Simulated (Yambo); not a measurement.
Yambo run on LiNbO$_{2}$ (space group P6_3/mmc, No. 194). The wavefunctions are PBEsol (pw.x of Quantum ESPRESSO, ONCV potentials, no spin-orbit coupling) ones on a 6×6×1 mesh (28 occupied bands); a = b = 2.922 Å, c = 10.451 Å, α = β = 90.00°, γ = 120.00°.

Yambo input:

```
rim_cut
HF_and_locXC
RandQpts= 1000000
RandGvec= 1 Ry
EXXRLvcs= 84 Ry
VXCRLvcs= 336 Ry
% QPkrange
 1 | 1 | 28 | 29 |
 4 | 4 | 28 | 29 |
 7 | 7 | 28 | 29 |
%
```

k points by index: 1 = Γ, 4 = M, 7 = K.

The o-*.hf file then holds:

```
#    K-point    Band    Eo [eV]    Ehf [eV]    Vxc [eV]    Vnlxc [eV]
#
    1    28    0.000000    -1.011493    -17.96452    -18.97601
    1    29    1.594200    6.137473    -18.29107    -13.74780
    4    28    -0.952826    -2.563669    -16.68917    -18.30001
    4    29    2.557170    8.568745    -16.21752    -10.20595
    7    28    -0.522116    -1.258531    -16.46193    -17.19834
    7    29    2.139241    6.826611    -17.55620    -12.86883
```
Exchange alone, without screening.

Geometry of the Materials Project entry, not relaxed at this level.
